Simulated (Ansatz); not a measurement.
Relaxed MgO (rock salt):

```
MgO
1.0
    0.00000     2.10219     2.10219
    2.10219     0.00000     2.10219
    2.10219     2.10219     0.00000
O Mg
1 1
Direct
  0.00000   0.00000   0.00000
  0.50000   0.50000   0.50000
```

In this cell atom 1 (O, nearest neighbour Mg at 2.102 Å; its periodic images, 3.0 Å or more away, move with it) is moved by s along Cartesian [110], unit vector (0.707, 0.707, 0.000); all other atoms and the cell stay fixed.

Calculation: r2SCAN (plane waves to 500 eV, PAW, scalar-relativistic; Ansatz, an electronic-structure program). k mesh 11×11×11 (Γ-centred), Fermi-Dirac smearing 0.05 eV. The energy includes the smearing's −TS. MgO was relaxed with its symmetry unable to fall. ΔE is measured from the undisplaced structure.

| s (Å) | ΔE (meV/cell) |
|---|---|
| -0.420 | 554 |
| -0.336 | 343 |
| -0.252 | withheld |
| -0.168 | 81 |
| -0.084 | 20 |
| 0.000 | 0 |
| 0.084 | 20 |
| 0.168 | 81 |
| 0.252 | withheld |
| 0.336 | 343 |
| 0.420 | 554 |

Fit an even polynomial form (powers 2, 4) to the given rows and predict ΔE at s = -0.252.

Least squares on the 9 given rows: ΔE = (2845)·s² + (1681)·s⁴, in meV/cell with s in Å; root-mean-square residual 0.4 meV/cell. At -0.252 the fit gives 187 meV/cell; the calculation gives 187 meV/cell, the same to the digits shown. The quadratic term alone would give 181 meV/cell.

(A displaced cell: forces are minus the slopes of the energy, force constants its curvatures, and phonons follow from these.)
